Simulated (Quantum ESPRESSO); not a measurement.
ZrTiHfF4O4, one run as intended and one with a planted mistake

Simulated, not a measurement. The program is pw.x of Quantum ESPRESSO 7.5 (plane-wave density functional theory). The cell is made up: 11 atoms on a fluorite lattice with one site empty, with randomly drawn elements, strain and displacements, not relaxed. PseudoDojo standard norm-conserving files (v0.5 for PBE, v0.4.1 for LDA and PBEsol) set the functional; there is no spin polarisation, spin-orbit coupling or dispersion term, and the masses in the input are unused placeholders.

The hafnium pseudopotential is less sure than the others, with forces about 3 percent (worst 6) and pressure in oxides about 1.5 GPa (worst 2.7) from a second method in checks, which no rerun with the same files tests.

Intended input:

```
&control calculation='scf', pseudo_dir='./dojo.nc.sr.pbe.v0_5.standard.upf', outdir='./o', disk_io='medium', tprnfor=.true., tstress=.true. /
&system ibrav=0, nat=11, ntyp=5, nbnd=50, ecutwfc=84.00895049, nosym=.true., tot_charge=0,
 occupations='smearing', smearing='fd', degauss=0.0018374661
/
&electrons conv_thr=7.350e-09, electron_maxstep=60, /
ATOMIC_SPECIES
F 1.0 F.upf
Hf 1.0 Hf.upf
O 1.0 O.upf
Ti 1.0 Ti.upf
Zr 1.0 Zr.upf
CELL_PARAMETERS angstrom
5.0967 0.0287 -0.086
0.0287 5.2304 0.0183
-0.086 0.0183 5.256
ATOMIC_POSITIONS angstrom
Zr 0.0038 2.6132 2.6386
Ti 2.5211 0.0542 2.5187
Hf 2.5631 2.612 -0.0448
F 1.2282 1.3297 1.2911
F 1.2271 1.2879 3.8837
O 1.2856 3.9585 1.2763
O 1.2562 3.9174 3.9383
O 3.7975 1.2975 1.2518
O 3.7714 1.3466 3.8879
F 3.8698 3.9831 1.2606
F 3.7732 3.963 3.897
K_POINTS automatic
4 4 4 1 1 1
```

The log is shortened where brackets say so; the opening notice, blank lines, dates and the lines on written files are dropped, and the path of the files is cut. It prints rydbergs, bohrs and kilobars, and counts compression as positive stress. Where no state is partly filled, the Fermi energy that it prints is only some level between the filled and the empty states on the mesh, and need not lie in the true gap.

Log of the intended run:

```
     Program PWSCF v.7.5
     Parallel version (MPI & OpenMP), running on       1 processor cores
     Number of MPI processes:                 1
     Threads/MPI process:                     1
     [start-up lines left out]
     bravais-lattice index     =            0
     lattice parameter (alat)  =       9.6329  a.u.
     unit-cell volume          =     945.2290 (a.u.)^3
     number of atoms/cell      =           11
     number of atomic types    =            5
     number of electrons       =        88.00
     number of Kohn-Sham states=           50
     kinetic-energy cutoff     =      84.0090  Ry
     charge density cutoff     =     336.0358  Ry
     scf convergence threshold =      7.3E-09
     mixing beta               =       0.7000
     number of iterations used =            8  plain     mixing
     Exchange-correlation= PBE
                           (   1   4   3   4   0   0   0)
     [axes and pseudopotential details left out]
   Cartesian axes
     site n.     atom                  positions (alat units)
         1        Zr     tau(   1) = (   0.0007455   0.5126428   0.5176256  )
         2        Ti     tau(   2) = (   0.4945752   0.0106326   0.4941043  )
         3        Hf     tau(   3) = (   0.5028145   0.5124074  -0.0087886  )
         4        F      tau(   4) = (   0.2409413   0.2608530   0.2532807  )
         5        F      tau(   5) = (   0.2407255   0.2526529   0.7618823  )
         6        O      tau(   6) = (   0.2522017   0.7765562   0.2503773  )
         7        O      tau(   7) = (   0.2464342   0.7684934   0.7725935  )
         8        O      tau(   8) = (   0.7449721   0.2545362   0.2455711  )
         9        O      tau(   9) = (   0.7398520   0.2641684   0.7627063  )
        10        F      tau(  10) = (   0.7591555   0.7813821   0.2472974  )
        11        F      tau(  11) = (   0.7402051   0.7774390   0.7644915  )
     number of k points=    32  Fermi-Dirac smearing, width (Ry)=  0.0018
                       cart. coord. in units 2pi/alat
        k(    1) = (   0.1264135   0.1207004   0.1228788), wk =   0.0625000
        k(    2) = (   0.1305108   0.1198294   0.3654102), wk =   0.0625000
     [further k points left out]
     Dense  grid:    98249 G-vectors     FFT dimensions: (  60,  60,  60)
     Estimated max dynamical RAM per process >     165.07 MB
     Initial potential from superposition of free atoms
     starting charge      87.9942, renormalised to      88.0000
     Starting wfcs are   62 randomized atomic wfcs
     total cpu time spent up to now is        8.1 secs
     per-process dynamical memory:    89.3 Mb
     Self-consistent Calculation
     iteration #  1     ecut=    84.01 Ry     beta= 0.70
     Davidson diagonalization with overlap
     ethr =  1.00E-02,  avg # of iterations =  2.0
     total cpu time spent up to now is       25.1 secs
     total energy              =    -660.77921595 Ry
     estimated scf accuracy    <       4.57887257 Ry
     iteration #  2     ecut=    84.01 Ry     beta= 0.70
     Davidson diagonalization with overlap
     ethr =  5.20E-03,  avg # of iterations =  7.0
     total cpu time spent up to now is       52.0 secs
     total energy              =    -655.67589516 Ry
     estimated scf accuracy    <      70.99316380 Ry
     [iterations 3 to 17 left out]
     iteration # 18     ecut=    84.01 Ry     beta= 0.70
     Davidson diagonalization with overlap
     ethr =  2.54E-11,  avg # of iterations =  4.9
     total cpu time spent up to now is      361.3 secs
     total energy              =    -663.33181399 Ry
     estimated scf accuracy    <       0.00000002 Ry
     iteration # 19     ecut=    84.01 Ry     beta= 0.70
     Davidson diagonalization with overlap
     ethr =  1.80E-11,  avg # of iterations =  2.5
     total cpu time spent up to now is      377.0 secs
     End of self-consistent calculation
     [lines on levels left out]
     the Fermi energy is     8.0825 ev
!    total energy              =    -663.33181399 Ry
     estimated scf accuracy    <          2.2E-09 Ry
     smearing contrib. (-TS)   =      -0.00000009 Ry
     internal energy E=F+TS    =    -663.33181391 Ry
     The total energy is F=E-TS. E is the sum of the following terms:
     one-electron contribution =    -228.54236979 Ry
     hartree contribution      =     157.65433771 Ry
     xc contribution           =    -142.96479200 Ry
     ewald contribution        =    -449.47898982 Ry
     convergence has been achieved in  19 iterations
     Forces acting on atoms (cartesian axes, Ry/au):
     atom    1 type  5   force =    -0.01041509    0.02491515    0.02203599
     atom    2 type  4   force =     0.02046303   -0.00428279   -0.01624356
     atom    3 type  2   force =     0.00675441    0.01985796   -0.02117946
     atom    4 type  1   force =     0.02342753    0.01194806    0.02090137
     atom    5 type  1   force =     0.01794236    0.00670871   -0.01963545
     atom    6 type  3   force =     0.07782908   -0.03502332    0.06538727
     atom    7 type  3   force =     0.03899889   -0.06578975   -0.04776575
     atom    8 type  3   force =    -0.07573707    0.03480988    0.05652909
     atom    9 type  3   force =    -0.06122775    0.04777735   -0.05283611
     atom   10 type  1   force =    -0.02597150   -0.02591510    0.02451324
     atom   11 type  1   force =    -0.01206389   -0.01500614   -0.03170664
     Total force =     0.216021     Total SCF correction =     0.000083
     Computing stress (Cartesian axis) and pressure
          total   stress  (Ry/bohr**3)                   (kbar)     P=     -176.99
  -0.00085040  -0.00063817   0.00003032         -125.10      -93.88        4.46
  -0.00063817  -0.00149724  -0.00004513          -93.88     -220.25       -6.64
   0.00003032  -0.00004513  -0.00126184            4.46       -6.64     -185.62
     init_run     :      7.46s CPU      7.97s WALL (       1 calls)
     electrons    :    363.08s CPU    368.91s WALL (       1 calls)
     forces       :      4.22s CPU      4.25s WALL (       1 calls)
     stress       :     14.32s CPU     14.49s WALL (       1 calls)
     [timing details left out]
     PWSCF        :   6m29.24s CPU   6m35.91s WALL
     JOB DONE.
```

A second run has one planted mistake: the k-point mesh is too coarse. The input lines that differ, file-writing options aside:

```
- 4 4 4 1 1 1
+ 1 1 1 1 1 1
```

Its log:

```
     Program PWSCF v.7.5
     Parallel version (MPI & OpenMP), running on       1 processor cores
     Number of MPI processes:                 1
     Threads/MPI process:                     1
     [start-up lines left out]
     bravais-lattice index     =            0
     lattice parameter (alat)  =       9.6329  a.u.
     unit-cell volume          =     945.2290 (a.u.)^3
     number of atoms/cell      =           11
     number of atomic types    =            5
     number of electrons       =        88.00
     number of Kohn-Sham states=           50
     kinetic-energy cutoff     =      84.0090  Ry
     charge density cutoff     =     336.0358  Ry
     scf convergence threshold =      7.3E-09
     mixing beta               =       0.7000
     number of iterations used =            8  plain     mixing
     Exchange-correlation= PBE
                           (   1   4   3   4   0   0   0)
     [axes and pseudopotential details left out]
   Cartesian axes
     site n.     atom                  positions (alat units)
         1        Zr     tau(   1) = (   0.0007455   0.5126428   0.5176256  )
         2        Ti     tau(   2) = (   0.4945752   0.0106326   0.4941043  )
         3        Hf     tau(   3) = (   0.5028145   0.5124074  -0.0087886  )
         4        F      tau(   4) = (   0.2409413   0.2608530   0.2532807  )
         5        F      tau(   5) = (   0.2407255   0.2526529   0.7618823  )
         6        O      tau(   6) = (   0.2522017   0.7765562   0.2503773  )
         7        O      tau(   7) = (   0.2464342   0.7684934   0.7725935  )
         8        O      tau(   8) = (   0.7449721   0.2545362   0.2455711  )
         9        O      tau(   9) = (   0.7398520   0.2641684   0.7627063  )
        10        F      tau(  10) = (   0.7591555   0.7813821   0.2472974  )
        11        F      tau(  11) = (   0.7402051   0.7774390   0.7644915  )
     number of k points=     1  Fermi-Dirac smearing, width (Ry)=  0.0018
                       cart. coord. in units 2pi/alat
        k(    1) = (  -0.5056541  -0.4828017  -0.4915152), wk =   2.0000000
     Dense  grid:    98249 G-vectors     FFT dimensions: (  60,  60,  60)
     Estimated max dynamical RAM per process >     165.07 MB
     Initial potential from superposition of free atoms
     starting charge      87.9942, renormalised to      88.0000
     Starting wfcs are   62 randomized atomic wfcs
     total cpu time spent up to now is        1.9 secs
     per-process dynamical memory:    97.4 Mb
     Self-consistent Calculation
     iteration #  1     ecut=    84.01 Ry     beta= 0.70
     Davidson diagonalization with overlap
     ethr =  1.00E-02,  avg # of iterations =  2.0
     total cpu time spent up to now is        2.6 secs
     total energy              =    -661.14716655 Ry
     estimated scf accuracy    <       4.30342626 Ry
     iteration #  2     ecut=    84.01 Ry     beta= 0.70
     Davidson diagonalization with overlap
     ethr =  4.89E-03,  avg # of iterations =  6.0
     total cpu time spent up to now is        3.5 secs
     total energy              =    -655.88053989 Ry
     estimated scf accuracy    <      68.62819642 Ry
     [iterations 3 to 16 left out]
     iteration # 17     ecut=    84.01 Ry     beta= 0.70
     Davidson diagonalization with overlap
     ethr =  4.87E-11,  avg # of iterations =  6.0
     total cpu time spent up to now is       14.2 secs
     total energy              =    -663.49603719 Ry
     estimated scf accuracy    <       0.00000010 Ry
     iteration # 18     ecut=    84.01 Ry     beta= 0.70
     Davidson diagonalization with overlap
     ethr =  4.87E-11,  avg # of iterations =  4.0
     total cpu time spent up to now is       15.4 secs
     End of self-consistent calculation
     [lines on levels left out]
     the Fermi energy is     7.3133 ev
!    total energy              =    -663.49603721 Ry
     estimated scf accuracy    <          2.4E-09 Ry
     smearing contrib. (-TS)   =      -0.00000000 Ry
     internal energy E=F+TS    =    -663.49603721 Ry
     The total energy is F=E-TS. E is the sum of the following terms:
     one-electron contribution =    -227.55361816 Ry
     hartree contribution      =     156.22413847 Ry
     xc contribution           =    -142.68756769 Ry
     ewald contribution        =    -449.47898982 Ry
     convergence has been achieved in  18 iterations
     Forces acting on atoms (cartesian axes, Ry/au):
     atom    1 type  5   force =    -0.00712806    0.02682936    0.02777186
     atom    2 type  4   force =     0.02293516   -0.00119921   -0.02266391
     atom    3 type  2   force =     0.00218431    0.02024257   -0.01989833
     atom    4 type  1   force =     0.02166337    0.00198938    0.01956213
     atom    5 type  1   force =     0.01509153    0.00230603   -0.01371186
     atom    6 type  3   force =     0.06884431   -0.02492053    0.06306243
     atom    7 type  3   force =     0.03357483   -0.04683588   -0.04799135
     atom    8 type  3   force =    -0.06530233    0.01901201    0.05429236
     atom    9 type  3   force =    -0.05689296    0.03252205   -0.05155853
     atom   10 type  1   force =    -0.02553004   -0.01956731    0.02170956
     atom   11 type  1   force =    -0.00944013   -0.01037849   -0.03057435
     Total force =     0.191822     Total SCF correction =     0.000147
     Computing stress (Cartesian axis) and pressure
          total   stress  (Ry/bohr**3)                   (kbar)     P=     -210.99
  -0.00113865  -0.00068620   0.00003845         -167.50     -100.94        5.66
  -0.00068620  -0.00173017  -0.00004711         -100.94     -254.52       -6.93
   0.00003845  -0.00004711  -0.00143395            5.66       -6.93     -210.94
     init_run     :      1.75s CPU      1.83s WALL (       1 calls)
     electrons    :     12.97s CPU     13.49s WALL (       1 calls)
     forces       :      0.35s CPU      0.38s WALL (       1 calls)
     stress       :      1.60s CPU      1.81s WALL (       1 calls)
     [timing details left out]
     PWSCF        :     16.78s CPU     17.69s WALL
     JOB DONE.
```

```
                                            intended run  run with the mistake
                          free energy (eV)     -9025.089             -9027.323
                    smearing term -TS (eV)        0.0000                0.0000
                            pressure (GPa)        -17.70                -21.10
            largest force component (eV/Å)         2.001                 1.770
largest change of a force component (eV/Å)                               0.487
                                iterations            19                    18
```

For scale, a rerun of the intended cell at a cutoff of 1467 eV and k mesh 6 x 6 x 6 moved values by no more than 0.002 eV in energy, 0.04 GPa in stress and 0.012 eV/Å in force.